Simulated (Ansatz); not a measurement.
GePt$_{2}$ in space group P-62m (No. 189; Ge on 2c, Ge on 1b, Pt on 3g, Pt on 3f) at seven volumes, plane-wave PAW r²SCAN (Ansatz code), shape and atoms relaxed at each. One row is withheld.

| V (Å³/atom) | P (GPa) |
|---|---|
| 14.077 | 24.03 |
| 14.541 | 14.42 |
| 15.005 | 6.48 |
| 15.469 | 0.01 |
| 15.934 | -5.11 |
| 16.398 | ? |
| 16.862 | -11.86 |

Task: Fit the shown pressures and predict the withheld one.

Result: P = (3/2)B₀(x^(7/2) − x^(5/2))[1 + (3/4)(B′ − 4)(x − 1)] with x = (V₀/V)^(2/3). Least squares on the six rows gives V₀ = 15.475 Å³/atom, B₀ = 186 GPa, B′ = 6.70. At V = 16.398, x = 0.9621 and P = -8.86 GPa. The run itself gave -9.00 GPa.

The workflow started from a Materials Project entry (that database holds measured and hypothetical structures alike); the Crystallography Open Database copy checked does not list it. Whether it is the stable phase at ambient conditions was not checked. Symmetry was held in the r²SCAN relaxation; its stability against distortions is not shown here. No spin polarisation was allowed. Spin–orbit coupling is left out wherever it is not named.

Potentials: the later of the program's two PAW sets.
